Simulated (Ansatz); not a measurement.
According to the program Ansatz at the r²SCAN level (PAW), Ag in the hexagonal phase (P6/mmm; Ag on 2e, Ag on 2d, Ag on 3f) relaxes to a = 5.330 Å, c = 5.201 Å.

Electronic character: metallic (no gap). Gap from r²SCAN with spin–orbit coupling: none (metallic).

An equation-of-state fit gives a bulk modulus of 91.8 GPa.

The start of the workflow was typed in or built on a structure type; neither database checked (COD, Materials Project) lists it. It is not the phase usual at ambient conditions (space group No. 225). Symmetry was held in the r²SCAN relaxation; whether a distortion lowers the energy is not shown. No spin polarisation was allowed. Axis ratios of metals converge slowly with the k-mesh, so a and c are less sure than the volume. Scalar-relativistic: spin–orbit coupling is off unless named, which matters more the heavier the elements.

Potentials: the earlier of the program's two PAW sets.
